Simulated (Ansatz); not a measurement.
# Pb$_{2}$O (Pn-3m) under several functionals

Plane-wave DFT in Ansatz with scalar-relativistic PAW potentials. The same structure was relaxed (cell and atoms, symmetry kept) in separate runs at each level. No spin polarisation.

Question: How do the levels PBE, PBEsol, r2SCAN compare?

Answer:
| level | cutoff (eV) | k mesh | V (Å³/atom) | a (Å) | B0 (GPa) |
| --- | --- | --- | --- | --- | --- |
| PBEsol | 420 | 8×8×8 | 25.953 | 5.380 | – |
| r2SCAN | 500 | 8×8×8 | 26.422 | 5.412 | 54 |
| PBE | 420 | 8×8×8 | 27.358 | 5.475 | – |

The usual order of volumes, PBEsol < PBE, holds here (25.953, 27.358 Å³/atom). As a rule PBEsol, built on the gradient expansion of slowly varying densities, lies between LDA and PBE; PBE's stronger gradient term for exchange weakens bonds. r2SCAN lies 3.4 % under PBE in volume. No level opens a gap on the mesh; semilocal functionals can close the gap of such a compound.

Spin-orbit coupling is left out, which matters for the bands of heavy elements.

Cost: 7 runs of about 12 core-minutes in all, on Arm Neoverse V2, Intel Xeon Processor @ 2.50GHz (Skylake/Cascade Lake), Arm Neoverse V1 (shared hosts).